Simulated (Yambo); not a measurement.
G0W0@LDA for ZnSe (zinc blende, space group F-43m, No. 216) in Yambo. Reference settings: 4×4×4 Γ-centred k mesh, bands 10 to 110 and a 10 Ry block in the screening, 110 bands in G with the Bruneval-Gonze terminator, plasmon pole fitted at 27.2 eV. The LDA gap Γ → Γ on this mesh is 1.25 eV; G0W0 gaps are taken between the same points.

The settings were changed. The gap went from 2.91 eV to 2.85 eV, and the shift of the valence edge from -1.15 eV to -0.71 eV.

### Question
Name the change that produced these shifts.
A. 43 bands in G
B. no terminator
C. wavefunctions cut at 25 Ry
D. 43 bands in G, no terminator

### Answer
D, 43 bands in G, no terminator. The others gave (gap, valence shift): no terminator: 2.88, -1.06 eV; 43 bands in G: 2.93, -1.12 eV; wavefunctions cut at 25 Ry: 2.71, -0.76 eV.

The standard potential for Se keeps a d shell in the valence without the s and p states of that shell. In tests on such compounds this moved G0W0 gaps by up to about 0.9 eV, so absolute quasiparticle energies here are unreliable; differences between settings are what counts.

Spin-orbit coupling is not included.

Geometry relaxed with LDA; primitive cell a = b = c = 3.9366 Å, α = β = γ = 60.00°.

A shift is the quasiparticle energy of the state minus its LDA energy.
